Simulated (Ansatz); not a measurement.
MoRu:
```cif
data_MoRu
_chemical_formula_sum 'Ru1 Mo1'
_space_group_name_H-M_alt 'P4/mmm'
_space_group_IT_number 123
_space_group_name_Hall '-P 4 2'
_cell_length_a 2.77559
_cell_length_b 2.77559
_cell_length_c 3.84325
_cell_angle_alpha 90.000
_cell_angle_beta 90.000
_cell_angle_gamma 90.000
loop_
_atom_site_label
_atom_site_type_symbol
_atom_site_symmetry_multiplicity
_atom_site_Wyckoff_symbol
_atom_site_fract_x
_atom_site_fract_y
_atom_site_fract_z
_atom_site_occupancy
Ru1 Ru 1 a 0.00000 0.00000 0.00000 1
Mo1 Mo 1 d 0.50000 0.50000 0.50000 1
```

Relaxed at zero pressure with the program Ansatz at the PBE level (PAW).

The volume is raised by 9 % and shape and atoms relax at that volume. What pressure results, and how do the axes share the change?

-19.7 GPa; a 3.0 %, b 3.0 %, c 2.7 %; the energy rises by 89 meV/atom.

Give the new structure.


Space group P4/mmm (No. 123); a = 2.8595 Å, b = 2.8595 Å, c = 3.9469 Å, α = 90.00°, β = 90.00°, γ = 90.00°

```
atom  site  symmetry       x       y       z
----  ----  --------  ------  ------  ------
Ru      1a     4/mmm  0.0000  0.0000  0.0000
Mo      1d     4/mmm  0.5000  0.5000  0.5000
```

The phase is kept; no other phase was compared at this pressure.

The start of the workflow was typed in or built on a structure type; neither database checked (COD, Materials Project) lists it. Whether it is the stable phase at ambient conditions was not checked. Symmetry was held in the PBE relaxation; its stability against distortions is not shown here. No spin polarisation was allowed. Axis ratios of metals converge slowly with the k-mesh, so a and c are less sure than the volume.

Potentials: the later of the program's two PAW sets.
